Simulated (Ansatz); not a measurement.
Ti$_{2}$SnC:
```cif
data_C2Sn2Ti4
_chemical_formula_sum 'Ti4 Sn2 C2'
_space_group_name_H-M_alt 'P 1'
_space_group_IT_number 1
_cell_length_a 3.16594
_cell_length_b 3.16594
_cell_length_c 13.73176
_cell_angle_alpha 90.000
_cell_angle_beta 90.000
_cell_angle_gamma 120.000
loop_
_space_group_symop_operation_xyz
  'x, y, z'
loop_
_atom_site_label
_atom_site_type_symbol
_atom_site_fract_x
_atom_site_fract_y
_atom_site_fract_z
_atom_site_occupancy
Ti1 Ti 0.33333 0.66667 0.08077 1
Ti2 Ti 0.66667 0.33333 0.91923 1
Ti3 Ti 0.66667 0.33333 0.58077 1
Ti4 Ti 0.33333 0.66667 0.41923 1
Sn1 Sn 0.33333 0.66667 0.75000 1
Sn2 Sn 0.66667 0.33333 0.25000 1
C1 C 0.00000 0.00000 0.00000 1
C2 C 0.00000 0.00000 0.50000 1
```

Relaxed with r²SCAN.

Question: Which orbitals make up the states near the Fermi level in DFT-r²SCAN in the program Ansatz with PAW potentials?

Answer: Within 0.5 eV of the Fermi level: Ti 3d 83 %, Sn 5p 10 %. Projections are on Löwdin-orthogonalised atomic valence shells; empty p or d shells of many metals are not among them.

Question: Tabulate the density of states.

Answer: States/eV per cell of 8 atoms, in 0.25 eV bins, energy from the Fermi level.

| E (eV) | total | Ti 3d | C 2p | Sn 5p |
|---|---|---|---|---|
| -7.85 | 0.75 | 0.07 | 0.01 | 0.21 |
| -7.60 | 0.77 | 0.08 | 0.01 | 0.20 |
| -7.35 | 0.82 | 0.09 | 0.01 | 0.19 |
| -7.10 | 0.98 | 0.11 | 0.02 | 0.17 |
| -6.85 | 1.05 | 0.12 | 0.02 | 0.14 |
| -6.60 | 0.71 | 0.09 | 0.01 | 0.10 |
| -6.35 | 0.58 | 0.08 | 0.04 | 0.09 |
| -6.10 | 0.70 | 0.11 | 0.09 | 0.13 |
| -5.85 | 0.67 | 0.12 | 0.15 | 0.19 |
| -5.60 | 1.17 | 0.25 | 0.32 | 0.36 |
| -5.35 | 2.39 | 0.59 | 0.84 | 0.49 |
| -5.10 | 4.45 | 1.21 | 1.72 | 0.68 |
| -4.85 | 5.37 | 1.44 | 2.22 | 0.79 |
| -4.60 | 2.78 | 0.69 | 1.17 | 0.52 |
| -4.35 | 2.76 | 0.63 | 0.96 | 0.81 |
| -4.10 | 5.02 | 1.42 | 2.09 | 0.90 |
| -3.85 | 5.15 | 1.54 | 2.18 | 0.89 |
| -3.60 | 4.77 | 1.55 | 2.25 | 0.57 |
| -3.35 | 7.66 | 2.88 | 4.00 | 0.42 |
| -3.10 | 12.42 | 5.17 | 5.84 | 1.01 |
| -2.85 | 2.99 | 0.93 | 0.67 | 1.12 |
| -2.60 | 3.82 | 1.28 | 0.67 | 1.56 |
| -2.35 | 8.77 | 3.45 | 0.82 | 3.93 |
| -2.10 | 3.77 | 1.67 | 0.23 | 1.60 |
| -1.85 | 1.34 | 0.63 | 0.04 | 0.52 |
| -1.60 | 3.64 | 2.85 | 0.04 | 0.53 |
| -1.35 | 3.74 | 3.00 | 0.06 | 0.47 |
| -1.10 | 2.86 | 2.31 | 0.06 | 0.33 |
| -0.85 | 2.36 | 1.96 | 0.05 | 0.22 |
| -0.60 | 2.48 | 2.06 | 0.05 | 0.23 |
| -0.35 | 2.64 | 2.11 | 0.07 | 0.32 |
| -0.10 | 3.01 | 2.42 | 0.08 | 0.36 |
| 0.15 | 4.04 | 3.34 | 0.10 | 0.40 |
| 0.40 | 6.55 | 5.66 | 0.13 | 0.46 |
| 0.65 | 5.14 | 4.27 | 0.16 | 0.42 |
| 0.90 | 6.46 | 5.39 | 0.18 | 0.50 |
| 1.15 | 8.23 | 6.98 | 0.19 | 0.54 |
| 1.40 | 6.45 | 5.56 | 0.16 | 0.39 |
| 1.65 | 7.13 | 6.02 | 0.16 | 0.44 |
| 1.90 | 5.77 | 4.75 | 0.14 | 0.47 |
| 2.15 | 9.89 | 8.48 | 0.26 | 0.65 |
| 2.40 | 11.15 | 9.54 | 0.34 | 0.68 |
| 2.65 | 8.96 | 7.49 | 0.24 | 0.76 |
| 2.90 | 8.09 | 6.35 | 0.23 | 0.76 |
| 3.15 | 4.74 | 3.16 | 0.27 | 0.66 |
| 3.40 | 4.91 | 2.96 | 0.55 | 0.62 |
| 3.65 | 6.38 | 3.65 | 1.01 | 0.75 |

Space group P6_3/mmc. The first step of the workflow began from a Materials Project structure, measured or hypothetical; the Crystallography Open Database copy checked does not list it. Its standing as an ambient phase is unchecked. The r²SCAN relaxation kept the symmetry of its start; whether a distortion lowers the energy is not shown. The run is not spin-polarised. Spin–orbit coupling is left out wherever it is not named.

Potentials: the earlier of the program's two PAW sets.
